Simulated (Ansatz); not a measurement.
**Energy over volume and axial ratio for WS2 (2H-MoS2 type, space group P6_3/mmc)**

WS$_{2}$ (2H-MoS2 type, space group P6_3/mmc)

```cif
data_S4W2
_chemical_formula_sum 'W2 S4'
_space_group_name_H-M_alt 'P63/mmc'
_space_group_IT_number 194
_space_group_name_Hall '-P 6c 2c'
_cell_length_a 3.16997
_cell_length_b 3.16997
_cell_length_c 12.49180
_cell_angle_alpha 90.000
_cell_angle_beta 90.000
_cell_angle_gamma 120.000
loop_
_atom_site_label
_atom_site_type_symbol
_atom_site_symmetry_multiplicity
_atom_site_Wyckoff_symbol
_atom_site_fract_x
_atom_site_fract_y
_atom_site_fract_z
_atom_site_occupancy
W1 W 2 c 0.33333 0.66667 0.25000 1
S1 S 4 f 0.66667 0.33333 0.12490 1
```

The relaxed cell is deformed in two ways at once: its volume V is scaled, and at that volume it is stretched along z (the c axis of the conventional cell) so that c/a changes. Fractional atomic positions are held.

Level of theory: r2SCAN+rVV10 (plane waves to 500 eV, PAW, scalar-relativistic; Ansatz, a quantum-chemistry and plane-wave program). k mesh 12×12×3 (Γ-centred), Fermi-Dirac smearing 0.05 eV. Energies are smeared free energies. Compression counts positive. As the atoms are clamped, bonds stretch with the cell, which overstates energies and stresses. Spin-orbit coupling is left out, though W is heavy. WS2 is run without spin polarisation. WS2 was relaxed with its symmetry unable to fall. The zero of ΔE is the relaxed starting cell.

ΔE (kJ/mol of atoms), with V/V₀ across and (c/a)/(c/a)₀ down:

| (c/a)/(c/a)₀ \ V/V₀ | 0.920 | 0.947 | 0.973 | 1.000 | 1.027 | 1.053 | 1.080 |
|---|---|---|---|---|---|---|---|
| 0.960 | 8.38 | 4.32 | 2.00 | 1.19 | 1.70 | 3.35 | 5.98 |
| 0.973 | 7.58 | 3.56 | 1.29 | 0.53 | 1.07 | 2.76 | 5.43 |
| 0.987 | 7.05 | 3.08 | 0.85 | 0.13 | 0.72 | 2.44 | 5.15 |
| 1.000 | 6.81 | 2.88 | 0.68 | 0.00 | 0.62 | 2.38 | 5.12 |
| 1.013 | 6.82 | 2.93 | 0.78 | 0.13 | 0.78 | 2.57 | 5.34 |
| 1.027 | 7.10 | 3.24 | 1.12 | 0.50 | 1.19 | 3.00 | 5.80 |
| 1.040 | 7.62 | 3.80 | 1.71 | 1.12 | 1.83 | 3.67 | 6.49 |

σzz (GPa), with V/V₀ across and (c/a)/(c/a)₀ down:

```csv
(c/a)/(c/a)₀ \ V/V₀,0.920,0.947,0.973,1.000,1.027,1.053,1.080
0.960,24.1,17.1,11.0,5.7,1.1,-2.9,-6.4
0.973,21.9,15.0,9.0,3.8,-0.7,-4.7,-8.2
0.987,19.8,13.0,7.0,1.9,-2.6,-6.5,-9.9
1.000,17.6,10.9,5.1,0.0,-4.4,-8.2,-11.6
1.013,15.5,8.9,3.1,-1.9,-6.2,-10.0,-13.2
1.027,13.4,6.9,1.2,-3.7,-8.0,-11.7,-14.9
1.040,11.4,4.9,-0.7,-5.6,-9.8,-13.4,-16.5
```

Key numbers:

The modulus against c/a change at fixed volume, (3/4V)·∂²E/∂(ln c/a)² (fit, atoms clamped) is 99 GPa, an upper bound as the atoms could relax. Lowest place on the grid: V/V₀ = 1.000, (c/a)/(c/a)₀ = 1.000 (0.0 meV/atom). Highest place on the grid: V/V₀ = 0.920, (c/a)/(c/a)₀ = 0.960 (86.9 meV/atom).

The 49 points together took very roughly 10 core-minutes.

(Under strain, the slope of the energy per volume gives the stress and its curvature an elastic modulus.)
